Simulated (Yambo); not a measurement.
BSE-type run in Yambo on FeP2 (space group Pnnm, No. 58), at zero momentum.

Quantum ESPRESSO step (LDA, PseudoDojo standard norm-conserving files, scalar-relativistic):
```
&CONTROL
  calculation = 'nscf'
  pseudo_dir = './pseudo'
  outdir = './out'
/
&SYSTEM
  ibrav = 0
  nat = 6
  ntyp = 2
  ecutwfc = 90.0
  ecutrho = 360.0
  occupations = 'fixed'
  force_symmorphic = .true.
  nbnd = 57
/
&ELECTRONS
  conv_thr = 6.000000000000001e-09
  diago_full_acc = .true.
  diago_thr_init = 1e-08
/
ATOMIC_SPECIES
P 30.9738 P.upf
Fe 55.8450 Fe.upf
CELL_PARAMETERS angstrom
  4.918220000000   0.000000000000   0.000000000000
  0.000000000000   5.627030000000   0.000000000000
  0.000000000000   0.000000000000   2.715370000000
ATOMIC_POSITIONS crystal
P   0.329000000000   0.869400000000   0.500000000000
P   0.671000000000   0.130600000000   0.500000000000
P   0.829000000000   0.630600000000   0.000000000000
P   0.171000000000   0.369400000000   0.000000000000
Fe   0.500000000000   0.500000000000   0.500000000000
Fe   0.000000000000   0.000000000000   0.000000000000
K_POINTS automatic
6 4 8 0 0 0
```

Yambo input:
```
rim_cut
optics
bse
bss
dipoles
tddft
RandQpts= 1000000
RandGvec= 1 Ry
FFTGvecs= 40 Ry
BSKmod= "ALDA"
BSEmod= "resonant"
BSSmod= "hs"
BSENGexx= 15 Ry
% KfnQP_E
 0.191 | 1.0 | 1.0 |
%
% BSEQptR
 1 | 1 |
%
% BSEBands
 15 | 32 |
%
% BEnRange
 0.0 | 5.8 | eV
%
% BDmRange
 0.15 | 0.15 | eV
%
BEnSteps= 116
% BLongDir
 1.0 | 0.0 | 0.0 |
%
BSHayTrs= -0.02
BSSNEig= 24
WRbsWF
```

From the report:

The dimension is k points × valence × conduction bands = 192 × 12 × 6 = 13824.
```
  [SLEPC] Approach                          : Krylov-Schur
  [SLEPC] Number of requested eigenvalues   :  24
  [SLEPC] Number of eigenvalues        [NEV]:  24
   [K] Dimension                                    :  13824
   [K] Bands                                        :   15   32
   [K] Exchange res                                 : yes
   [K] Correlation res                              : no
   [K] W interaction is bare                        : no
   [K] RL vectors exchange                          :   513
```

Geometry of the Materials Project entry, not relaxed at this level.

The structure is a Materials Project entry; no match was found in the copy of COD used, and its stability was not checked.

The runs are not spin-polarised; magnetic order was not tried.
